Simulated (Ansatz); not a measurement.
Relaxed Bi2Te3 (Bi2Te3 type, space group R-3m):

```yaml
crystal:
  lattice:
    - [2.19727, 1.26859, 10.46143]
    - [-2.19727, 1.26859, 10.46143]
    - [0.00000, -2.53719, 10.46143]
  atoms:
    - { symbol: Bi, position: [0.39834, 0.39834, 0.39834] }
    - { symbol: Bi, position: [0.60166, 0.60166, 0.60166] }
    - { symbol: Te, position: [0.00000, 0.00000, 0.00000] }
    - { symbol: Te, position: [0.21376, 0.21376, 0.21376] }
    - { symbol: Te, position: [0.78624, 0.78624, 0.78624] }
```

Scan: atom 5 (Te, nearest neighbour Bi at 3.061 Å; its periodic images, 4.4 Å or more away, move with it) is displaced along Cartesian z, direction (0.000, 0.000, 1.000) in Cartesian axes, by s. The other atoms stay.

Method: r2SCAN+rVV10 (plane waves to 500 eV, PAW, scalar-relativistic; Ansatz, a first-principles code). k mesh 7×7×7 (Γ-centred), Fermi-Dirac smearing 0.05 eV. Energies are smeared free energies. F∥ is the force on the atom along that direction. Bi2Te3 was relaxed with its symmetry unable to fall. Spin-orbit coupling is left out, though Bi and Te are heavy. ΔE is measured from the undisplaced structure.

Task: Predict the ΔE (meV/cell) and F∥ (eV/Å) at s (Å) = -0.610, -0.488, -0.366, -0.244, 0.244, 0.610.

Result: 
| s (Å) | ΔE (meV/cell) | F∥ (eV/Å) |
|---|---|---|
| -0.610 | 1116 | 3.482 |
| -0.488 | 725 | 2.903 |
| -0.366 | 411 | 2.233 |
| -0.244 | 183 | 1.502 |
| 0.244 | 160 | -1.252 |
| 0.610 | 820 | -2.117 |

(For displaced atoms, the force is minus the slope of the energy, and its curvature is a force constant, which sets phonon frequencies.)
